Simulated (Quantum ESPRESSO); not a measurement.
# Band energies of WO₃

```
CELL_PARAMETERS angstrom
      3.79496     0.00000     0.00000
      0.00000     3.79496     0.00000
      0.00000     0.00000     3.79496
ATOMIC_POSITIONS crystal
  O  0.00000 0.00000 0.50000
  O  0.50000 0.00000 0.00000
  O  0.00000 0.50000 0.00000
  W  0.00000 0.00000 0.00000
```

PBEsol (Quantum ESPRESSO, PseudoDojo norm-conserving, 84 Ry, no spin-orbit coupling); path ΓXMΓRX,MR; energies in eV from the valence-band maximum.

```
k (1/Å)  point  band 12  band 13  band 14  band 15  band 16  band 17  band 18  band 19
-------  -----  -------  -------  -------  -------  -------  -------  -------  -------
0.00         Γ    -1.19    -1.19    -1.06    -1.06    -1.06     0.60     0.60     0.60
0.47              -2.46    -2.20    -1.38    -1.09    -1.09     0.64     2.99     2.99
0.83         X    -2.69    -2.49    -1.49    -1.08    -1.08     0.66     4.16     4.16
1.03              -2.77    -2.19    -1.56    -1.38    -1.21     1.41     4.16     4.29
1.55              -3.51    -2.23    -1.94    -1.92    -0.05     4.07     4.18     5.49
1.66         M    -3.55    -2.23    -1.94    -1.94    -0.01     4.18     4.18     5.57
2.08              -3.12    -2.09    -1.85    -1.82    -0.48     3.24     3.36     4.37
2.51              -1.95    -1.53    -1.52    -1.42    -1.09     1.42     1.55     1.98
2.83         Γ    -1.19    -1.19    -1.06    -1.06    -1.06     0.60     0.60     0.60
3.03              -1.71    -1.54    -1.20    -1.20    -1.14     1.07     1.16     1.16
3.54              -4.05    -4.00    -0.92    -0.92    -0.63     3.34     3.63     3.63
4.06              -5.34    -5.34    -0.10    -0.10    -0.07     5.34     5.40     5.40
4.26         R    -5.46    -5.46     0.00     0.00     0.00     5.59     5.59     5.59
4.46              -5.38    -5.30    -0.12    -0.08    -0.05     5.31     5.43     5.47
4.94              -4.26    -3.46    -1.09    -0.99    -0.66     2.99     4.47     4.61
5.43         X    -2.69    -2.49    -1.49    -1.08    -1.08     0.66     4.16     4.16
5.43         M    -3.55    -2.23    -1.94    -1.94    -0.01     4.18     4.18     5.57
5.80              -4.63    -4.42    -0.78    -0.78    -0.01     4.61     4.61     5.58
6.26         R    -5.46    -5.46     0.00     0.00     0.00     5.59     5.59     5.59
```

The PBEsol gap is indirect, 0.60 eV, from R to Γ; the smallest direct gap is 1.66 eV. Another valence extremum on the path lies within 0.02 eV, too close to call.

Without spin-orbit coupling, band edges of such heavy elements can be off by tenths of an eV. The cell is held in this high symmetry; tilts and polar distortions were not searched.

Geometry relaxed with PBEsol.

The structure is a Materials Project entry; no match was found in the copy of COD used, and its stability was not checked.
